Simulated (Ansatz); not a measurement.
SiC:
```
SiC
1.0
    3.05634     0.00000     0.00000
   -1.52817     2.64687     0.00000
    0.00000     0.00000     5.01605
Si C
2 2
Direct
  0.33333   0.66667   0.49960
  0.66667   0.33333   0.99960
  0.33333   0.66667   0.87540
  0.66667   0.33333   0.37540
```

Relaxed with LDA.

Problem. Give the optical modes at the zone centre with their infrared and Raman activity from DFPT, plane-wave PAW LDA (Ansatz code).

Solution. Transverse frequencies, without the LO–TO term; a row sums one degenerate level.

```csv
ω (cm⁻¹),degeneracy,IR ((D/Å)²/amu),Raman (Å⁴/amu),activity,symmetry
258,2,0.00,0.16,Raman,E2
599,1,0.00,0,silent,B1
768,2,0.00,20,Raman,E2
771,1,45.87,58,IR+Raman,A1
801,2,79.62,17,IR+Raman,E1
841,1,0.00,0,silent,B1
```

Problem. How high does the top mode go among those that the LO–TO term moves?

Solution. 972 cm⁻¹ for q along x, 972 cm⁻¹ for q along y, 963 cm⁻¹ for q along z.

Space group P6_3mc (wurtzite). The cell was relaxed with LDA under the symmetry of its start.

Potentials: the earlier of the program's two PAW sets. The files were generated under PBE; for other functionals the program regenerates the frozen cores, and for LDA and PBEsol the local potential too.
